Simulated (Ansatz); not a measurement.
A structure of TiO2 relaxed with PBEsol (plane waves to 420 eV, PAW, scalar-relativistic; Ansatz, a quantum-chemistry and plane-wave program); single points at other levels follow on the same geometry (Ansatz, PAW; HSE06 at 420 eV on a 6×6×8 k-mesh; no spin-orbit coupling). Space group P4₂/mnm (No. 136).

```xyz
6
Lattice="4.5916 0.0000 0.0000 0.0000 4.5916 0.0000 0.0000 0.0000 2.9391" Properties=species:S:1:pos:R:3 pbc="T T T"
Ti     0.0000     0.0000     0.0000
Ti     2.2958     2.2958     1.4696
O      1.3978     1.3978     0.0000
O      3.6936     0.8980     1.4696
O      0.8980     3.6936     1.4696
O      3.1938     3.1938     0.0000
```

| level | gap (eV) | kind | conduction minimum |
|---|---|---|---|
| PBEsol | 1.87 | direct | Γ |
| HSE06 | ___ | – | ___ |

Problem. Fill in the missing entries.

Solution. 
- HSE06, gap (eV): 3.40
- HSE06, conduction minimum: Γ

No spin polarisation in the result.

Measured for TiO2: gap 3.45 eV (static lattice; corrected from measurement; as listed in Wei Chen et al., Physical Review Materials (2018)). Computed minus measured — gap: PBEsol -1.58 eV, HSE06 -0.05 eV. The computed values are for a static lattice, and a measured gap can be an optical one, lowered by exciton binding.

The run could not lose the symmetry of its start; a randomly shaken copy of 6 atoms returns to this structure.
